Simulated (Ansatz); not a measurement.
An Ansatz (a quantum-chemistry and plane-wave program) run. Input:

Ansatz 0.2 input:
```yaml
crystal:
  lattice:
    - [6.138022216, 1.5237279411, 0.0]
    - [-6.138022216, 1.5237279411, 0.0]
    - [-1.3778782157, 0.0, 5.6446399307]
  atoms:
    - { symbol: Ga, position: [0.9095076582, 0.0904923418, 0.7046947261] }
    - { symbol: Ga, position: [0.0904923418, 0.9095076582, 0.2953052739] }
    - { symbol: Ga, position: [0.6587631449, 0.3412368551, 0.8144563365] }
    - { symbol: Ga, position: [0.3412368551, 0.6587631449, 0.1855436635] }
    - { symbol: O, position: [0.8267734649, 0.1732265351, 0.9372488463] }
    - { symbol: O, position: [0.1732265351, 0.8267734649, 0.0627511537] }
    - { symbol: O, position: [0.8347367099, 0.1652632901, 0.3904581846] }
    - { symbol: O, position: [0.1652632901, 0.8347367099, 0.6095418154] }
    - { symbol: O, position: [0.4962606719, 0.5037393281, 0.7559358936] }
    - { symbol: O, position: [0.5037393281, 0.4962606719, 0.2440641065] }
kpoints:
  mp_grid: { grid: [6, 6, 3] }
hamiltonian:
  xc: hse06
  pseudopotentials: { kind: paw }
scf:
  n_extra_bands: 10
  occupations: { method: fixed }
output:
  eigenvalues: true
  eigenstates:
    e_range: [-9.0, 11.3]
    kpoints:
      - [0.447917, 0.453125, -0.5]  # VBM
      - [0.0, 0.0, 0.0]  # CBM
      - [0.0, 0.0, 0.0]  # GAMMA
      - [-0.5, 0.5, 0.0]  # Y_2
      - [0.0, 0.0, 0.5]  # A
      - [-0.5, 0.5, 0.5]  # M_2
      - [0.0, 0.5, 0.0]  # V_2
      - [0.0, 0.5, 0.5]  # L_2
      - [0.2663242956, 0.2663242956, 0.0]  # C
      - [-0.2663242956, 0.7336757044, 0.0]  # C_2
      - [-0.2581453982, 0.7418546018, 0.5]  # D
      - [0.2581453982, 0.2581453982, 0.5]  # D_2
```

Output (shortened):

```
basis.fft_grid_basis auto: the FFT boxes are laid along the combinations [[1, 1, 0], [0, 1, 0], [0, 0, 1]] of the cell's own vectors, 3.047, 6.324 and 5.810 Å …
Pseudopotentials: kind: paw
Pseudopotential: Ga, paw, valence charge 13
Pseudopotential: O, paw, valence charge 6
Functional definition: HSE06
davidson cushion auto → on  (no smearing: the cushion is to keep the highest requested band from converging to the state above it …
Crystal: 10 atoms, lattice volume = 105.585 Å³
Basis set: ecut = 420 eV, 2045 PW (Γ), FFT grids on a1+a2, a2, a3
Bands: 54, of which v1, the nominal top of the filled ones, is band 44 counted from 1 (43 counted from 0)
Symmetry: 4 space group operations
Space group: C2/m (ITA 12), of the structure as read, at distance tolerance 4.7e-5 Å
k-points: 34 of 108
PAW frozen core: Ga, regenerated for the run's functional, and the local potential with it
PAW frozen core: O, regenerated for the run's functional, and the local potential with it
Initial wavefunctions: pseudopotential atomic-orbital guess
Eigensolver: davidson
Functional: x = pbe(κ = 0.804, μ = 0.2195149727645171), c = pbe(β = 0.06672455060314922), warm-up for x = pbe(κ = 0.804, μ = 0.2195149727645171) + 0.25 (exact …
SCF iter   1: F=—  HF=-18540.057682 eV  |F-HF|=—  |Δ(HF+E_count)|=         —  Δρ=1.18e-3  dr2=5.01e-4  ethr=1.77e-3  ⟨swp⟩=2.0  Hψ=12318  notcnv=0
preconditioner: auto → none
SCF iter   2: F=-18540.059204 eV  HF=-18540.058870 eV  |F-HF|=3.33e-4  |Δ(HF+E_count)|=   1.19e-3  Δρ=5.48e-4  dr2=1.07e-4  ethr=5.70e-7  ⟨swp⟩=5.2  Hψ=6938  notcnv=0
SCF 1 stopped early in 2 iterations: F = -18540.059204 eV  dr2 = 1.07e-4
Crystal: 10 atoms, lattice volume = 105.585 Å³
Initial density: handed on by an earlier stage of this run
Initial wavefunctions: those handed on with the density
Functional: x = pbe(κ = 0.804, μ = 0.2195149727645171) + 0.25 (exact − pbe) at short range (hse, ω = 0.20786987370883472 Å⁻¹), c = pbe(β = 0.06672455060314922); HSE06 as pw.x's `hse` composes it (authors' and Libxc's form: `xc: wpbeh`)
Exchange kernel: α = 0.2500, screened, ω = 0.2079 Å⁻¹, Wigner–Seitz truncation, v(0) = 1043.5811 eV·Å³, q-mesh 6×6×3, nearest image of the exchange supercell L …
Frozen-core exchange: fock
SCF iter   1: F=—  HF=-18541.452666 eV  |F-HF|=—  |Δ(HF+E_count)|=         —  Δρ=1.70e-2  dr2=1.32e-1  ethr=1.22e-6  ⟨swp⟩=7.5  Hψ=9869  notcnv=0
preconditioner: auto → none
SCF iter   2: F=—  HF=-18541.396562 eV  |F-HF|=—  |Δ(HF+E_count)|=   5.61e-2  Δρ=5.66e-3  dr2=1.62e-2  ethr=1.22e-6  ⟨swp⟩=4.0  Hψ=7718  notcnv=0
SCF iter   3: F=—  HF=-18541.440705 eV  |F-HF|=—  |Δ(HF+E_count)|=   4.41e-2  Δρ=4.26e-3  dr2=8.21e-3  ethr=1.22e-6  ⟨swp⟩=4.0  Hψ=7487  notcnv=0
SCF iter   4: F=—  HF=-18541.438979 eV  |F-HF|=—  |Δ(HF+E_count)|=   1.73e-3  Δρ=1.25e-3  dr2=6.03e-4  ethr=1.22e-6  ⟨swp⟩=3.0  Hψ=5833  notcnv=0
SCF iter   5: F=—  HF=-18541.439700 eV  |F-HF|=—  |Δ(HF+E_count)|=   7.20e-4  Δρ=7.08e-4  dr2=4.36e-4  ethr=5.98e-7  ⟨swp⟩=3.7  Hψ=4958  notcnv=0
SCF iter   6: F=—  HF=-18541.439616 eV  |F-HF|=—  |Δ(HF+E_count)|=   8.36e-5  Δρ=3.60e-4  dr2=1.47e-4  ethr=4.81e-7  ⟨swp⟩=3.0  Hψ=5081  notcnv=0
iter 7 solved again at ethr=7.93e-9 eV; its pass at ethr=1.52e-7 eV (dr2=6.98e-6 eV) is discarded
SCF iter   7: F=-18541.439571 eV  HF=-18541.439578 eV  |F-HF|=6.43e-6  |Δ(HF+E_count)|=   3.87e-5  Δρ=8.15e-5  dr2=1.99e-5  ethr=7.93e-9  ⟨swp⟩=3.0  Hψ=8624  notcnv=0
SCF 2 stopped early in 7 iterations: F = -18541.439571 eV  dr2 = 1.99e-5
hybrid outer 1: dexx = +4.858e-2 eV, tail = 1.92e-4 eV
Crystal: 10 atoms, lattice volume = 105.585 Å³
Exchange kernel: α = 0.2500, screened, ω = 0.2079 Å⁻¹, Wigner–Seitz truncation, v(0) = 1043.5811 eV·Å³, q-mesh 6×6×3, nearest image of the exchange supercell L …
Frozen-core exchange: fock
SCF iter   1: F=—  HF=-18541.437988 eV  |F-HF|=—  |Δ(HF+E_count)|=         —  Δρ=6.02e-5  dr2=2.76e-6  ethr=1.09e-6  ⟨swp⟩=3.4  Hψ=4390  notcnv=0
preconditioner: auto → none
SCF iter   2: F=—  HF=-18541.437997 eV  |F-HF|=—  |Δ(HF+E_count)|=   8.41e-6  Δρ=2.89e-5  dr2=4.80e-7  ethr=2.60e-9  ⟨swp⟩=4.9  Hψ=7665  notcnv=0  defer=1
iter 3 solved again at ethr=1.80e-11 eV; its pass at ethr=4.24e-10 eV (dr2=1.58e-8 eV) is discarded
SCF iter   3: F=-18541.437997 eV  HF=-18541.437997 eV  |F-HF|=1.27e-8  |Δ(HF+E_count)|=   4.41e-8  Δρ=7.84e-6  dr2=4.89e-8  ethr=1.80e-11  ⟨swp⟩=2.8  Hψ=8794  notcnv=0  defer=1
SCF 3 converged in 3 iterations: F = -18541.437997 eV  dr2 = 4.89e-8
hybrid outer 2: dexx = +2.749e-6 eV, tail = 1.86e-7 eV, Δε = 2.93e-3 eV (about 1.10e-4 eV left of the loop's levels)
the search or the solves at the SCF's close seem to have found levels that the self-consistency loop had missed (the run counts 1) …
NSCF: frozen V_eff on 12 k-points
hybrid SCF converged: 2 outer / 10 inner (+2 warm-up), last move |dexx| = 2.75e-6 eV, tail = 1.86e-7 eV
Stability not checked (fock_operator)
Free energy (F): -18541.437996 eV
Frozen-core exchange: fock
Harris-Foulkes:  -18541.437996 eV  (|F-HF|=1.27e-8)
Internal energy: -18541.437996 eV  (E = F + TS)
E sigma→0 (E₀):  -18541.437996 eV
Fermi energy:    6.766621 eV
--- Per-component energies (eV) ---
  E_band       = -308.663406
  E_kinetic    = 1523.024421
  E_local      = -9138.355616  (includes V_loc(G=0)·N_el)
  E_nonlocal   = 2020.026277
  E_hartree    = 4117.945778
  E_xc         = -571.184144
  E_vxc        = -628.980948  (∫ρ·V_xc dr)
  E_exx        = -311.521988  (= α·E_x^exact, valence–valence)
  E_paw        = -8781.651971  (= ΣΔE_a)
  E_vpaw       = -1697.245759  (= ΣTr[D̂ρ^β])
  E_aug_tail   = 0.014193  (compensation charges beyond the density's cutoff)
  E_ewald      = -7400.023971
  E_core_change = 0.289025  (= ΣΔE_core)
  E_smearing   =  0.000000  (= −TS)
  E_closure    =  0.000000  (closes the sum)
  Σ components = -18541.437996   (vs F -18541.437996, Δ=0.00e0)
  [band-id]    e_kinetic+e_local+e_nonlocal+2·e_hartree+e_vxc+2·e_exx+e_vpaw+e_augmentation_tail = -308.669852   (vs E_band -308.663406, Δ=-6.45e-3)
--- Band table (eV; the first three rows and the last of 34) ---
  k-point 0: bands = ["-13.5777", "-12.4361", "-12.4245", "-12.2976", "-11.7991", "-11.7867", "-7.9977", "-7.9570", "-7.9528", "-7.8677", "-7.8293", "-7.8089", "-7.7623", "-7.7565", "-7.6995", "-7.5925", "-7.5912", "-7.5902", "-7.5493", "-7.5237", "-7.5189", "-7.4781", "-7.4726", "-7.3252", "-7.1804", "-7.1021", "-0.3920", "0.7101", "1.8934", "2.4521", "3.0908", "4.1289", "4.1974", "4.6078", "4.8126", "4.9460", "5.1609", "5.2125", "5.9320", "6.1702", "6.1761", "6.2982", "6.5276", "6.7666", "10.9057", "14.4131", "15.3675", "15.5392", "16.4664", "17.4569", "18.2617", "18.3618", "20.0387", "21.2648"]
  k-point 1: bands = ["-13.3987", "-12.7130", "-12.4281", "-12.1967", "-11.8964", "-11.7415", "-7.9677", "-7.9605", "-7.9559", "-7.8847", "-7.8589", "-7.8101", "-7.8035", "-7.7832", "-7.6956", "-7.6157", "-7.6134", "-7.5918", "-7.5774", "-7.5432", "-7.5216", "-7.4707", "-7.4391", "-7.3161", "-7.2651", "-6.8630", "0.1024", "1.0763", "1.4955", "2.5122", "3.4033", "4.1649", "4.1908", "4.5446", "4.7317", "4.7653", "4.9277", "5.2773", "5.4974", "5.6107", "6.1738", "6.2084", "6.3557", "6.5026", "12.3342", "14.3551", "15.3350", "15.7543", "16.3382", "16.9546", "18.3609", "18.7606", "20.6585", "20.9235"]
  k-point 2: bands = ["-13.3648", "-12.4140", "-12.3595", "-12.1791", "-11.8175", "-11.8076", "-7.9665", "-7.9461", "-7.9028", "-7.8558", "-7.8456", "-7.8229", "-7.7180", "-7.7009", "-7.6719", "-7.6649", "-7.6381", "-7.5851", "-7.5654", "-7.5209", "-7.5154", "-7.3796", "-7.3067", "-7.2216", "-7.1950", "-6.9463", "-0.2424", "0.7243", "1.2965", "2.2957", "2.9106", "3.7196", "4.0394", "4.1900", "4.4881", "4.8109", "4.9361", "5.1266", "5.2174", "5.6918", "5.8611", "6.1343", "6.3709", "6.7469", "12.2420", "14.8587", "15.8876", "16.3119", "17.2549", "17.4160", "18.3553", "18.9245", "19.7486", "20.0140"]
  k-point 33: bands = ["-13.1983", "-12.8418", "-12.5290", "-12.1720", "-11.9680", "-11.7095", "-7.9904", "-7.9664", "-7.9608", "-7.9316", "-7.8593", "-7.8289", "-7.8082", "-7.7789", "-7.7571", "-7.7029", "-7.6149", "-7.6136", "-7.5939", "-7.5730", "-7.5182", "-7.4917", "-7.4684", "-7.3924", "-6.9645", "-6.6004", "0.4118", "0.8999", "1.9051", "2.3943", "3.1264", "3.5782", "3.8818", "4.1006", "4.5970", "4.6194", "5.0314", "5.5894", "5.8781", "6.1048", "6.1400", "6.2325", "6.2520", "6.7139", "13.4367", "14.1777", "14.7398", "15.1194", "15.7073", "16.8484", "18.3195", "18.8736", "20.3533", "21.2883"]
  band table: 54 of 54 bands, residual norms ≤ 1.0e-3 eV
```

Cost: around 21 core-minutes (rough) on shared cores.

The points marked VBM and CBM come from a semilocal run.

The cell was relaxed with PBEsol under the symmetry of its start. Spin–orbit coupling is left out wherever it is not named.

Potentials: the later of the program's two PAW sets.

Ansatz is a plane-wave DFT program.
